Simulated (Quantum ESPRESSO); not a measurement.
# Band energies of GaAlP$_{2}$ at -3 % isotropic strain

```xyz
4
Lattice="3.7449 0.0000 0.0000 0.0000 3.7449 0.0000 0.0000 0.0000 5.2833" Properties=species:S:1:pos:R:3 pbc="T T T"
Al     1.8725     1.8725     2.6416
P      0.0000     1.8725     1.3189
P      1.8725     0.0000     3.9644
Ga     0.0000     0.0000     0.0000
```

norm-conserving PBEsol (Quantum ESPRESSO, 80 Ry, scalar-relativistic); path ΓXMΓZRAZ,XR,MA; energies in eV from the valence-band maximum.

```csv
k (1/Å),point,band 9,band 10,band 11,band 12,band 13,band 14,band 15,band 16
0.00,Γ,-2.69,-2.69,-0.07,0.00,0.00,1.37,1.79,3.39
0.24,,-3.50,-2.54,-1.18,-0.52,-0.06,1.70,2.97,3.91
0.60,,-4.24,-3.74,-2.32,-1.82,-0.54,2.62,4.07,5.10
0.84,X,-4.73,-3.53,-3.48,-1.17,-1.13,3.46,3.49,5.97
0.94,,-4.74,-3.50,-3.45,-1.36,-1.31,3.72,3.73,5.22
1.26,,-5.02,-3.16,-3.11,-2.62,-2.46,2.67,2.81,3.36
1.57,,-5.78,-2.76,-2.72,-2.70,-2.62,1.35,1.39,1.64
1.68,M,-5.86,-2.73,-2.68,-2.68,-2.61,1.28,1.28,1.46
1.89,,-5.47,-3.04,-2.99,-2.53,-2.52,1.38,1.97,2.00
2.22,,-3.81,-3.63,-3.54,-1.84,-1.83,2.16,3.53,4.26
2.54,,-3.37,-3.24,-1.45,-0.75,-0.73,2.71,3.18,3.49
2.86,Γ,-2.69,-2.69,-0.07,0.00,0.00,1.37,1.79,3.39
3.22,,-2.33,-2.33,-1.65,-0.84,-0.84,1.63,2.69,3.28
3.46,Z,-2.95,-1.85,-1.85,-1.51,-1.51,2.15,2.51,3.92
3.56,,-3.13,-1.84,-1.83,-1.57,-1.49,2.31,2.69,4.05
3.88,,-4.84,-1.62,-1.52,-1.50,-1.27,2.90,3.44,4.65
4.19,,-6.22,-1.14,-1.12,-1.03,-1.02,2.05,3.08,4.47
4.30,R,-6.33,-1.08,-1.06,-1.03,-0.97,1.95,2.99,4.45
4.51,,-6.21,-1.98,-1.82,-1.29,-1.22,2.76,3.66,4.17
4.82,,-5.69,-3.86,-3.55,-2.40,-2.35,3.78,4.11,4.53
5.14,A,-5.46,-3.97,-3.68,-3.56,-3.56,4.41,4.41,5.55
5.41,,-5.42,-4.13,-4.03,-2.49,-2.44,3.67,3.91,5.40
5.68,,-5.00,-3.68,-3.59,-1.28,-1.20,3.22,3.57,5.95
5.96,,-4.09,-2.81,-2.58,-1.17,-1.02,3.61,4.30,4.66
6.23,,-3.08,-1.93,-1.76,-1.60,-1.46,2.28,2.65,4.01
6.32,Z,-2.95,-1.85,-1.85,-1.51,-1.51,2.15,2.51,3.92
6.32,X,-4.73,-3.53,-3.48,-1.17,-1.13,3.46,3.49,5.97
6.42,,-4.96,-3.28,-3.26,-1.16,-1.13,3.44,3.51,5.51
6.72,,-6.06,-1.65,-1.63,-1.08,-1.06,2.56,3.38,4.47
6.92,R,-6.33,-1.08,-1.06,-1.03,-0.97,1.95,2.99,4.45
6.92,M,-5.86,-2.73,-2.68,-2.68,-2.61,1.28,1.28,1.46
7.21,,-5.69,-3.40,-3.17,-3.17,-3.15,2.51,2.51,2.84
7.51,A,-5.46,-3.97,-3.68,-3.56,-3.56,4.41,4.41,5.55
```

The PBEsol gap is indirect, 1.28 eV, from Γ to M; the smallest direct gap is 1.37 eV.

Spin-orbit splittings are left out.

Geometry strained from the cell relaxed with PBEsol, atoms relaxed again.

The structure is a Materials Project entry; no match was found in the copy of COD used, and its stability was not checked.
